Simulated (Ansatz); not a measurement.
Calculated quadrupolar parameters for MoS2

The cell is a structure deposited in the COD.

```cif
data_structure
_symmetry_space_group_name_H-M 'P 1'
_symmetry_Int_Tables_number 1
_cell_length_a 3.1400
_cell_length_b 3.1400
_cell_length_c 12.5300
_cell_angle_alpha 90.000
_cell_angle_beta 90.000
_cell_angle_gamma 120.000
_cell_volume 106.99
loop_
_atom_site_label
_atom_site_type_symbol
_atom_site_fract_x
_atom_site_fract_y
_atom_site_fract_z
_atom_site_occupancy
Mo1 Mo 0.33333 0.66667 0.25000 1
Mo2 Mo 0.66667 0.33333 0.75000 1
S3 S 0.33333 0.66667 0.62500 1
S4 S 0.66667 0.33333 0.12500 1
S5 S 0.33333 0.66667 0.87500 1
S6 S 0.66667 0.33333 0.37500 1
```

Atom numbers follow the list; atoms alike are taken as one site, whose name carries the number of the first.

Method: Kohn–Sham DFT in Ansatz, PBE, plane waves and PAW, scalar-relativistic, collinear spin, 420 eV cutoff, Γ-centred 16×16×4 k-points, Fermi–Dirac smearing 0.02 eV. Start moments as typed (μB): 2 on each Mo, none on the rest.

C_Q = eQV_zz/h, which is 24.18 MHz for Q = 1 b and V_zz = 10²¹ V/m²; η = (V_xx − V_yy)/V_zz. ν_Q = 3|C_Q|/[2I(2I − 1)].

95Mo: I = 5/2, Q = -22.00 mb; ³³S: I = 3/2, Q = -69.40 mb. Quadrupole moments are those of Pyykkö's year-2017 table.

Question: Which values are expected at the nuclei?

Answer: 

```csv
site,atoms (order as listed),first shell,C_Q (MHz),η,ν_Q (MHz)
Mo,"1, 2",6 S at 2.40 Å,3.90,0.00,0.585
S,"3, 4, 5, 6",3 Mo at 2.40 Å,8.89,0.00,4.45
```

An axis of threefold or higher order runs through Mo and S, so V_zz lies along it and η is zero.

At this cell the principal stresses reach 5 GPa in size with PBE, which can matter for small gradients. Without spin–orbit coupling (the program notes it for Mo) the gradients can shift somewhat, as the gap is small. The start moments die out, and the run ends without spin.

The run took 16 s of wall time (16 s of CPU time) and 0.8 GiB at its peak, on 1 thread of AMD EPYC 9R45 (Zen 5) (x86_64; 16 cores open to the job, memory cap 3.0 GiB, no GPU), a shared host with a load of 0.3 a core.
